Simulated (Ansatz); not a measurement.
Sc (hcp, Mg type)

```yaml
crystal:
  lattice:
    - [3.27721, 0.00000, 0.00000]
    - [-1.63861, 2.83815, 0.00000]
    - [0.00000, 0.00000, 5.08550]
  atoms:
    - { symbol: Sc, position: [0.33333, 0.66667, 0.75000] }
    - { symbol: Sc, position: [0.66667, 0.33333, 0.25000] }
```

The slice is a (-1 1 0 2) plane (indices of the conventional cell) through the point (0.333, 0.667, 0.750) (fractional), spanned by u = [110] and v = [1 -1 1] in vectors of this cell: u (3.28 Å) and v (7.62 Å, at 90° to u). It covers one period; positions are fractions (u, v).

Computed with PBEsol (plane waves to 420 eV, PAW, scalar-relativistic; Ansatz, a first-principles code). k mesh 16×16×9. Inside the PAW spheres the values are not all-electron values, and peaks at nuclei hang on which shells count as valence. Sc is run without spin polarisation. Sc was relaxed with its symmetry unable to fall. The PAW data are Ansatz's earlier set.

Q: What is the valence density on the shortest Sc–Sc line in this plane (3.28 Å), at its midpoint?

A: 0.12 e/Å³.

Q: What is the ELF at the midpoint of the shortest Sc–Sc line in this plane (3.28 Å)?

A: 0.28.

Q: Sketch the electrostatic potential energy of an electron, from the cell's mean on this plane as a map.

A: 
```tsv
v \ u	0.00	0.17	0.33	0.50	0.67	0.83
0.96	x	x	<1.0	6.0	<1.0	x
0.86	<1.0	2.1	6.1	7.4	6.1	2.1
0.75	8.7	7.8	5.5	4.1	5.5	7.8
0.64	8.5	7.6	5.1	3.4	5.1	7.6
0.54	<1.0	3.2	6.3	7.3	6.3	3.2
0.43	x	x	3.3	7.0	3.3	x
0.32	x	<1.0	5.2	7.5	5.2	<1.0
0.21	5.4	6.5	8.3	9.1	8.3	6.5
0.11	x	x	4.8	7.7	4.8	x
0.00	x	x	<1.0	5.7	<1.0	x
```

Values: electrostatic potential energy of an electron, from the cell's mean, in eV. Points within 1 Å of a nucleus are blanked (x), as the pseudised field means little there. Values under 1 eV are set to 1. The zero, the cell's mean, hangs on the PAW cores.
